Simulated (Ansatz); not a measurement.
**What strain does to NaCdBr3 (cubic perovskite)**

NaCdBr3 (cubic perovskite), relaxed with r2SCAN in the PAW code Ansatz. It is cubic, Pm-3m (No. 221); conventional cell a = 5.464 Å, 32.63 Å³ an atom. Na is surrounded by 12 Br at 3.86 Å; Cd is surrounded by 6 Br at 2.73 Å; Br is surrounded by 2 Cd at 2.73 Å and 4 Na at 3.86 Å.

The axes x, y and z are those of this cell:
```
CELL_PARAMETERS angstrom
5.46407 0.00000 0.00000
0.00000 5.46407 0.00000
0.00000 0.00000 5.46407
ATOMIC_POSITIONS crystal
Na 0.00000 0.00000 0.00000
Cd 0.50000 0.50000 0.50000
Br 0.50000 0.50000 0.00000
Br 0.50000 0.00000 0.50000
Br 0.00000 0.50000 0.50000
```

Unstrained: With PBE the valence top lies at R and the conduction bottom at Γ, 0.847 eV higher; the smallest vertical gap, at Γ, is 1.422 eV. r2SCAN gives an indirect gap of 1.505 eV, from R to Γ; the least direct gap is 2.080 eV at Γ. The HSE06 gap is indirect, 1.977 eV (R to Γ), below the direct gap of 2.616 eV at Γ. Meshes: PBE 6×6×6, r2SCAN 6×6×6, HSE06 4×4×4. Strains are changes of length per length, and xy shears are angles. After each strain the atoms were relaxed again with r2SCAN within the symmetry that the strain leaves, so tilts or polar shifts that break it weren't tested; points keep the names that they have in the unstrained zone. The cell comes from a prototype generator: it can be a known phase or a hypothetical one. Spin polarisation is off.

Changes of the least gap in eV (an overlap counts as a negative gap):

| strain | volume change (%) | space group | PBE | r2SCAN | HSE06 | energy rise, r2SCAN (meV/atom) |
| --- | --- | --- | --- | --- | --- | --- |
| epitaxial +4.0 % in the xy plane, free normal strain -2.26 % | +5.7 | P4/mmm | -0.133 | -0.146 | -0.159 | 16.6 |
| xy shear, engineering strain (angle) +1.5 % | 0.0 | Cmmm | -0.015 | -0.019 | -0.009 | 0.2 |
| epitaxial +5.0 % in the xy plane, free normal strain -2.73 % | +7.2 | P4/mmm | -0.152 | -0.169 | -0.184 | 25.1 |
| uniaxial -2.5 % along x | -2.5 | P4/mmm | -0.027 | -0.026 | -0.021 | 3.8 |

Epitaxial +4.0 % in the xy plane, free normal strain -2.26 %. HSE06: the gap goes from 1.977 to 1.818 eV (-0.159 eV). Stress change with r2SCAN, compression positive: xx -1.89, yy -1.89, zz -0.01 GPa.

Xy shear, engineering strain (angle) +1.5 %. HSE06: the gap goes from 1.977 to 1.968 eV (-0.009 eV). Stress change with r2SCAN, compression positive: xx 0.00, yy 0.00, zz 0.00, xy -0.12 GPa.

Epitaxial +5.0 % in the xy plane, free normal strain -2.73 %. HSE06: the gap goes from 1.977 to 1.793 eV (-0.184 eV). Stress change with r2SCAN, compression positive: xx -2.23, yy -2.23, zz -0.01 GPa.

Uniaxial -2.5 % along x, other directions held. HSE06: the gap goes from 1.977 to 1.956 eV (-0.021 eV). Stress change with r2SCAN, compression positive: xx +1.53, yy +0.46, zz +0.46 GPa.

The runs are scalar-relativistic, without spin-orbit coupling.

The meshes of the hybrids are coarse, so their gaps aren't converged to the digits shown.
